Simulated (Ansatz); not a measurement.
The relaxed structure here is a generated cell of AlPt: the first start was made by placing the elements on the sites of a structure type, and the end was not matched to a known phase here, so it may be hypothetical.

One starting cell of AlPt (a generated cell, AlPt built in the AFLOW prototype AB_hP6_154_a_b (B9, as in HgS)) was relaxed twice with Ansatz (plane waves, PAW, scalar-relativistic): with PBEsol at 420 eV and with PBE at 420 eV. The PBEsol result:

AlPt is modelled in the cubic space group Fm-3m (No. 225), the rock salt structure, Pearson symbol cF8. Lattice parameters: a = 5.0808 Å, b = 5.0808 Å, c = 5.0808 Å, α = 90.00°, β = 90.00°, γ = 90.00°. Pt on 4a is surrounded by 6 Al at 2.540 Å (octahedral). Al on 4b is surrounded by 6 Pt at 2.540 Å (octahedral). (Neighbours: up to the widest gap in distance over summed covalent radii, below 1.35, at either atom.)
(The calculation used a cell of 2 atoms; values per cell refer to that cell.)

```tsv
quantity	PBEsol	PBE
space group	Fm-3m	Fm-3m
volume (Å³/atom)	16.40	___
a (Å)	5.081	___
gap (eV, no spin-orbit coupling)	0.00	___
```

Question: Fill in the PBE column.

Answer: 
- volume (Å³/atom), PBE: 16.93
- a (Å), PBE: 5.135
- gap (eV, no spin-orbit coupling), PBE: 0.00

Both levels end in the same structure; PBE's volume is 3.3 % larger. Neither column is exact.

No spin polarisation in the result.

The run could not lower the symmetry of its start; a shaken copy of this end point relaxes with PBEsol to R-3m (No. 166), 0.23 eV/atom lower.

Ansatz is a first-principles code.
